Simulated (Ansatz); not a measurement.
AlFe (CsCl type, space group No. 221) under volume change, plane-wave PAW PBE (Ansatz code), scaled uniformly.

```csv
V (Å³/atom),E − E(relaxed) (meV/atom),P (GPa)
10.804,[?],[?]
11.160,26.2,12.45
11.516,[?],[?]
11.873,0.0,0.00
12.229,5.6,-4.88
12.585,21.2,-9.02
12.941,45.2,-12.54
```

Task: Fill in the missing entries.

Result: 
- 11.516, E − E(relaxed) (meV/atom): 6.2
- 11.516, P (GPa): 5.73
- 10.804, E − E(relaxed) (meV/atom): 62.4
- 10.804, P (GPa): 20.33

Task: What does a third-order Birch–Murnaghan fit give for V₀, B₀ and B′?

Result: V₀ = 11.87 Å³/atom, B₀ = 176 GPa, B′ = 4.3.

Space group Pm-3m (CsCl type). Symmetry was held in the PBE relaxation. The final state is ferromagnetic, chosen from 4 collinear starts compared on coarse meshes (ties went to the first, and starts can fall back to one state), not a proven ground state.

Potentials: the later of the program's two PAW sets.
